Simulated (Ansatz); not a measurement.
Relax this structure to zero stress and force, keeping its symmetry:

```cif
data_structure
_symmetry_space_group_name_H-M 'P 1'
_symmetry_Int_Tables_number 1
_cell_length_a 6.6244
_cell_length_b 6.6244
_cell_length_c 3.9338
_cell_angle_alpha 90.000
_cell_angle_beta 90.000
_cell_angle_gamma 120.000
_cell_volume 149.49
loop_
_atom_site_label
_atom_site_type_symbol
_atom_site_fract_x
_atom_site_fract_y
_atom_site_fract_z
_atom_site_occupancy
Zr1 Zr 0.41767 0.41767 0.50000 1
Zr2 Zr 0.58233 0.00000 0.50000 1
Zr3 Zr 0.00000 0.58233 0.50000 1
As1 As 0.00000 0.00000 0.50000 1
As2 As 0.66667 0.33333 0.00000 1
As3 As 0.33333 0.66667 0.00000 1
Ru1 Ru 0.00000 0.24375 0.00000 1
Ru2 Ru 0.24375 0.00000 0.00000 1
Ru3 Ru 0.75625 0.75625 0.00000 1
```

Computed with Ansatz, DFT PBEsol, scalar-relativistic, plane waves, PAW.

Plane waves to 420 eV, a k mesh through Γ of 6×6×10 on the computed 9-atom cell and Gaussian smearing (0.10 eV); no spin polarisation.

Q: What does it relax to?

A: The volume drops by 0.54 Å³/atom to 16.07 Å³/atom, and the energy falls by 11.2 meV/atom. Final structure:
Space group P-62m (No. 189). a = 6.549 Å, b = 6.549 Å, c = 3.893 Å, α = 90.00°, β = 90.00°, γ = 120.00°
| atom | site | symmetry | x | y | z |
| --- | --- | --- | --- | --- | --- |
| Zr | 3g | m2m | 0.4178 | 0.4178 | 0.5000 |
| As | 1b | -62m | 0.0000 | 0.0000 | 0.5000 |
| As | 2c | -6.. | 0.6667 | 0.3333 | 0.0000 |
| Ru | 3f | m2m | 0.0000 | 0.2435 | 0.0000 |

Cost: 1 run of about 4.8 core-minutes, on Arm Neoverse V2 (shared hosts).